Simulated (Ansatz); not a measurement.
NiGePd in space group P4/nmm (No. 129; Ni on 2a, Ge on 2c, Pd on 2c), PBE in the plane-wave PAW code Ansatz, all energies at zero smearing, with the estimated change up to a 700 eV cutoff added, with one set of potentials and settings (totals compare only within such a set). Cell of 6 atoms (2 Ni, 2 Ge, 2 Pd): -34217.848 eV.

```
element                             reference phase  E (eV/atom)
-------  ------------------------------------------  -----------
Ni       Fm-3m, 1 atoms in the cell, spin-polarised   -5839.7239
Ge                       Fd-3m, 2 atoms in the cell   -4294.9847
Pd                       Fm-3m, 1 atoms in the cell   -6972.8544
```

Formation energy per atom, worked out: (-34217.848 − 2×(-5839.7239) − 2×(-4294.9847) − 2×(-6972.8544))/6 = -0.454 eV/atom (-44 kJ per mol of atoms), at 0 K, without zero-point energy or fitted corrections.

The workflow started from a Materials Project entry (that database holds measured and hypothetical structures alike); the Crystallography Open Database copy checked does not list it. Whether it is the stable phase at ambient conditions was not checked. The PBE relaxation kept the symmetry of its start; its stability against distortions is not shown here. No spin polarisation was allowed. The references are the lowest solids computed at this level, not always the standard phases.

Potentials: the later of the program's two PAW sets.
